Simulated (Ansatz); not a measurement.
Input and command of a plane-wave DFT calculation in Ansatz:

```yaml
crystal:
  lattice:
    - [7.6671877233, 0.0, 0.0]
    - [0.0, 7.6671877233, 0.0]
    - [0.0, 0.0, 26.9539005398]
  atoms:
    - { symbol: Si, position: [0.406511102, 0.25, 0.3682954897] }
    - { symbol: Si, position: [0.406511102, 0.75, 0.3682954897] }
    - { symbol: Si, position: [0.093488898, 0.25, 0.3682954897] }
    - { symbol: Si, position: [0.093488898, 0.75, 0.3682954897] }
    - { symbol: Si, position: [0.5, 0.5, 0.4185806092] }
    - { symbol: Si, position: [0.5, 0.0, 0.4185806092] }
    - { symbol: Si, position: [0.0, 0.5, 0.4185806092] }
    - { symbol: Si, position: [0.0, 0.0, 0.4185806092] }
    - { symbol: Si, position: [0.7504054359, 0.5, 0.4657644286] }
    - { symbol: Si, position: [0.7489614233, 0.0, 0.4650354425] }
    - { symbol: Si, position: [0.2510289326, 0.5, 0.4715483992] }
    - { symbol: Si, position: [0.2493027574, 0.0, 0.4726048785] }
    - { symbol: Si, position: [0.7535555595, 0.752056101, 0.5150070282] }
    - { symbol: Si, position: [0.7535555595, 0.247943899, 0.5150070282] }
    - { symbol: Si, position: [0.2452824838, 0.7476219593, 0.5231349181] }
    - { symbol: Si, position: [0.2452824838, 0.2523780407, 0.5231349181] }
    - { symbol: Si, position: [-0.0117634702, 0.7373740805, 0.5705455267] }
    - { symbol: Si, position: [-0.0117634702, 0.2626259195, 0.5705455267] }
    - { symbol: Si, position: [0.5055457589, 0.751981471, 0.569228961] }
    - { symbol: Si, position: [0.5055457589, 0.248018529, 0.569228961] }
    - { symbol: Si, position: [0.9224860741, 0.0, 0.6110734961] }
    - { symbol: Si, position: [0.9283893544, 0.5, 0.624058492] }
    - { symbol: Si, position: [0.6134616678, 0.0, 0.6053905355] }
    - { symbol: Si, position: [0.6363830343, 0.5, 0.6001099539] }
    - { symbol: Cl, position: [0.5020533062, 0.2492578479, 0.2967452156] }
    - { symbol: Cl, position: [0.5020533062, 0.7507421521, 0.2967452156] }
    - { symbol: Cl, position: [-0.0025435027, 0.2496052578, 0.2967866469] }
    - { symbol: Cl, position: [-0.0025435027, 0.7503947422, 0.2967866469] }
    - { symbol: F, position: [0.9887250265, 0.0, 0.6685106044] }
basis:
  ecutwfc: 420
kpoints:
  mp_grid: { grid: [2, 2, 1] }
hamiltonian:
  xc: pbe
  dispersion: d3bj
scf:
  occupations: { method: gaussian, width: 0.05 }
output:
  forces: true
  eigenvalues: true
  write_density: true
  volumetric_format: npy
efield:
  axis: 3
  dipole_correction: true
  ramp_width: 0.04
```

```bash
ansatz run input.yaml --threads 4 --pin off --max-ram 10240MiB --backend cpu --events-out ev --progress --plain --runs-dir out
```

Processor: Intel(R) Xeon(R) Processor @ 2.70GHz, 4 threads, on a host shared with other jobs.

Problem. Estimate time, memory and problem size.

Solution. About 20 s on 4 threads of Intel(R) Xeon(R) Processor @ 2.70GHz (shared host), peak memory 3.6 GiB. It solves 95 bands at 4 k points (the mesh reduced by the symmetry that the task leaves, which can be less than the crystal's) with about 31007 plane waves, in 10 SCF iterations.
